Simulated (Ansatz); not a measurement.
The relaxed structure here is a generated cell of Ru: the first start was made by placing the elements on the sites of a structure type, and the end was not matched to a known phase here, so it may be hypothetical. Known forms of Ru include space group No. 194.

A relaxed cell of Ru (Im-3m (No. 229)), relaxed on a k-mesh at least as fine as the one used below. Level of theory: PBEsol (plane waves to 420 eV, PAW, scalar-relativistic; Ansatz, a quantum-chemistry and plane-wave program). Γ-centred k-mesh 15×15×15 on the run's cell (coarser than for final values), Fermi–Dirac smearing 0.05 eV.

```yaml
crystal:
  lattice:
    - [-3.01829, 3.01829, 3.01829]
    - [1.50914, -1.50914, 1.50914]
    - [1.50914, 1.50914, -1.50914]
  atoms:
    - { symbol: Ru, position: [0.00000, 0.00000, 0.00000] }
    - { symbol: Ru, position: [0.50000, 0.00000, 0.00000] }
```

The atoms are displaced along an unstable phonon of this cell by (Å):

```json
[
 {"atom": "Ru1", "ux": "0.000", "uy": "0.106", "uz": "-0.106"},
 {"atom": "Ru2", "ux": "0.000", "uy": "-0.106", "uz": "0.106"}
]
```

What forces (eV/Å) and pressure result?


| atom | Fx | Fy | Fz |
|---|---|---|---|
| Ru1 | 0.00 | 1.31 | -1.31 |
| Ru2 | 0.00 | -1.31 | 1.31 |

Pressure -2.9 GPa.

Estimate the energy cost of the displacement in the harmonic approximation and compare with the calculation.

For a harmonic well ΔE = −½ Σ F·u = -0.279 eV a cell, or -139 meV/atom. The calculated energy relative to the undisplaced cell is -0.21 eV/atom, so anharmonic terms matter at this amplitude.

The undisplaced cell is probably no minimum: from this displacement the run went on to P6₃/mmc (No. 194), 0.66 eV/atom below it.

No spin polarisation in the result.
